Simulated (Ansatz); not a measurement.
# Two states of Yb2MgV2

```
Yb V Mg
1.0
     7.07347    0.00000    0.00000
     0.00000    7.07347    0.00000
     0.00000    0.00000    3.87051
Yb V Mg
4 4 2
Direct
  0.17314 0.67314 0.50000
  0.32686 0.17314 0.50000
  0.82686 0.32686 0.50000
  0.67314 0.82686 0.50000
  0.37478 0.87478 0.00000
  0.12522 0.37478 0.00000
  0.62522 0.12522 0.00000
  0.87478 0.62522 0.00000
  0.00000 0.00000 0.00000
  0.50000 0.50000 0.00000
```

Level: PBE; 420 eV; 3×3×5 (shifted by 0.5, 0.5, 0.5 steps) mesh; fermi-dirac occupations (width 0.1 eV); Ansatz 0.2.0, fixed geometry.

State A: V5 down, V6 down, V7 up, V8 up (collinear spin). State B: V5 up, V6 down, V7 up, V8 down (collinear spin).

Which state is lower, and how do they differ?

State A is lower by 19.1 meV an atom at zero smearing; in free energy at this smearing B lies +16.5 meV an atom from A.

```
state  free energy (meV/atom)  largest moment in a small sphere (μB)  net moment (μB/cell)  gap on mesh (eV)  pressure (GPa)  largest force (eV/Å)
    A                     0.0                                   1.36                  0.00             metal            10.4                  0.47
    B                    16.5                                   0.75                  0.00             metal             8.9                  0.69
```

Origin: a known structure type with other elements, at an estimated volume, so it need not be a known compound. Caveats: the k mesh is coarse if the cell is a metal; atoms or cell far from equilibrium; f shells without a U or exact exchange are poorly placed.
